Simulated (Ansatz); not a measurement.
A relaxed structure of La2O3 is spoiled in several ways and relaxed again each time (noise and exchanges are one random draw each; squeezed and stretched starts keep its symmetry, which their runs cannot lower; pressure is positive under compression). Calculation: r2SCAN (plane waves to 500 eV, PAW, scalar-relativistic; Ansatz, a quantum-chemistry and plane-wave program).

Space group P-3m1 (No. 164); a = 3.9352 Å, b = 3.9352 Å, c = 6.1257 Å, α = 90.00°, β = 90.00°, γ = 120.00°

```json
[
 {"atom": "La", "site": "2d", "symmetry": "3m.", "x": "0.3333", "y": "0.6667", "z": "0.2461"},
 {"atom": "O", "site": "1a", "symmetry": "-3m.", "x": "0.0000", "y": "0.0000", "z": "0.0000"},
 {"atom": "O", "site": "2d", "symmetry": "3m.", "x": "0.6667", "y": "0.3333", "z": "0.3539"}
]
```

```tsv
change	first pressure (GPa)	largest first force (eV/Å)	released (eV/atom)	moves	outcome	final group	E − E(parent) (eV/atom)
with every coordinate shifted by Gaussian noise of σ = 0.3 Å	8.4	3.89	0.50	6	returns to the parent	P-3m1	0.000
with every coordinate shifted by Gaussian noise of σ = 0.3 Å	10.1	4.44	0.64	6	returns to the parent	P-3m1	0.000
squeezed uniformly to 80 % of its volume	49.7	2.29	0.42	8	returns to the parent	P-3m1	0.000
doubled along one cell vector, shaken by Gaussian noise of σ = 0.08 Å a coordinate	1.9	2.93	0.074	5	returns to the parent	P-3m1	0.000
```

First-step values come from each run's starting, coarser k-mesh (7×7×4, 7×4×4). The runs use different k-meshes, so differences are rounded accordingly. No spin polarisation in the result.
